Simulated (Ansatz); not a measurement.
Input and command of a calculation in Ansatz (plane waves; scalar-relativistic PAW potentials unless the input names others):

```yaml
crystal:
  lattice:
    - [0.0, 3.9642329268, 3.9642329268]
    - [3.9642329268, 0.0, 3.9642329268]
    - [3.9642329268, 3.9642329268, 0.0]
  atoms:
    - { symbol: Na, position: [0.5, 0.5, 0.5] }
    - { symbol: Na, position: [0.75, 0.75, 0.75] }
    - { symbol: Au, position: [0.125, 0.125, 0.125] }
    - { symbol: Au, position: [0.625, 0.125, 0.125] }
    - { symbol: Au, position: [0.125, 0.125, 0.625] }
    - { symbol: Au, position: [0.125, 0.625, 0.125] }
basis:
  ecutwfc: "700 eV"
  precision: f64
kpoints:
  mp_grid: { grid: [8, 8, 8] }
hamiltonian:
  xc: r2scan
scf:
  occupations: { method: gaussian, width: 0.1 }
  eigensolver: { kind: davidson }
output:
  forces: true
  eigenvalues: true
  stress: true
```

```bash
ansatz run input.yaml --threads 1 --pin off --max-ram 2560MiB --backend cpu --events-out ev --progress --plain --runs-dir out
```

Abridged log:
```
Basis set: ecut = 700 eV, 5209 PW (Γ), exchange–correlation on 200×200×200 points (64 copies of the dense FFT grid, shifted against one another)
Bands: 57, of which v1, the nominal top of the filled ones, is band 47 counted from 1 (46 counted from 0)
Symmetry: 48 space group operations
k-points: 29 of 512
SCF iter   1: F=—  HF=-55633.593352 eV  |F-HF|=—  |Δ(HF+E_count)|=         —  Δρ=1.17e-2  dr2=1.83e-1  dr2_τ=3.24e-2  ethr=1.77e-3  ⟨swp⟩=8.9  Hψ=6798  notcnv=0
SCF iter   2: F=—  HF=-55633.633866 eV  |F-HF|=—  |Δ(HF+E_count)|=   4.05e-2  Δρ=1.30e-2  dr2=1.94e-1  dr2_τ=2.69e-2  ethr=1.95e-4  ⟨swp⟩=3.9  Hψ=4816  notcnv=0  defer=2
SCF iter   3: F=—  HF=-55633.576001 eV  |F-HF|=—  |Δ(HF+E_count)|=   5.79e-2  Δρ=1.18e-3  dr2=1.55e-3  dr2_τ=1.32e-4  ethr=1.71e-6  ⟨swp⟩=3.0  Hψ=7130  notcnv=0
SCF iter   4: F=—  HF=-55633.576036 eV  |F-HF|=—  |Δ(HF+E_count)|=   3.49e-5  Δρ=3.76e-4  dr2=9.59e-5  dr2_τ=1.05e-5  ethr=1.65e-6  ⟨swp⟩=3.0  Hψ=3418  notcnv=0
SCF iter   5: F=—  HF=-55633.576024 eV  |F-HF|=—  |Δ(HF+E_count)|=   1.25e-5  Δρ=7.32e-5  dr2=3.28e-6  dr2_τ=4.39e-7  ethr=1.02e-7  ⟨swp⟩=3.0  Hψ=3421  notcnv=0
SCF iter   6: F=—  HF=-55633.576026 eV  |F-HF|=—  |Δ(HF+E_count)|=   1.67e-6  Δρ=1.36e-5  dr2=2.71e-7  dr2_τ=1.01e-8  ethr=3.49e-9  ⟨swp⟩=3.0  Hψ=3609  notcnv=0
SCF iter   7: F=-55633.576026 eV  HF=-55633.576026 eV  |F-HF|=4.99e-9  |Δ(HF+E_count)|=   1.78e-7  Δρ=1.68e-6  dr2=2.44e-9  dr2_τ=1.65e-10  ethr=2.89e-10  ⟨swp⟩=3.0  Hψ=3678  notcnv=0
SCF 1 converged in 7 iterations: F = -55633.576026 eV  dr2 = 2.44e-9
  Residual-converged pass: ⟨swp⟩=3.0  Hψ=3103  notcnv=0  max |occ|·‖R‖ = 6.7e-6 eV (tolerance 6.7e-6 eV) dr2=2.51e-9  dr2_τ=1.71e-10  dr2_onsite=1.89e-10  max |Δocc| = 4.7e-10
SCF converged after 7 iterations
Free energy (F): -55633.576026 eV
Harris-Foulkes:  -55633.576026 eV  (|F-HF|=4.99e-9)
Internal energy: -55633.567811 eV  (E = F + TS)
E sigma→0 (E₀):  -55633.571918 eV
Entropy (-TS):   -0.008215 eV (-1.369 meV/atom)
Fermi energy:    12.078752 eV
--- Forces (eV/Å), atoms counted from 1 ---
  atom   1  Na     0.00000000     0.00000000     0.00000000
  atom   2  Na     0.00000000     0.00000000     0.00000000
  atom   3  Au     0.00000000     0.00000000     0.00000000
  atom   4  Au     0.00000000     0.00000000     0.00000000
  atom   5  Au     0.00000000     0.00000000     0.00000000
  atom   6  Au     0.00000000     0.00000000     0.00000000
--- Stress (GPa, compression-positive) ---
       -2.258423       0.000000       0.000000
        0.000000      -2.258423       0.000000
        0.000000       0.000000      -2.258423
  P = ⅓ Tr σ = -2.2584 GPa (-22.584 kbar)
```

Apart from outputs and empty bands, the input differs from a reference run on usual settings in scf.eigensolver.kind: not typed → "davidson"; basis.precision: not typed → "f64"; basis.ecutwfc: 500 → "700 eV". The reference, at the same geometry (not necessarily relaxed), gave pressure -2.26 GPa, largest force 0.000 eV/Å, no gap on the mesh. This run converged in 7 SCF iterations (reference: 7) with an energy at zero smearing 1.10 meV/atom below the reference's, pressure -2.26 GPa, largest force 0.000 eV/Å, no gap on the mesh.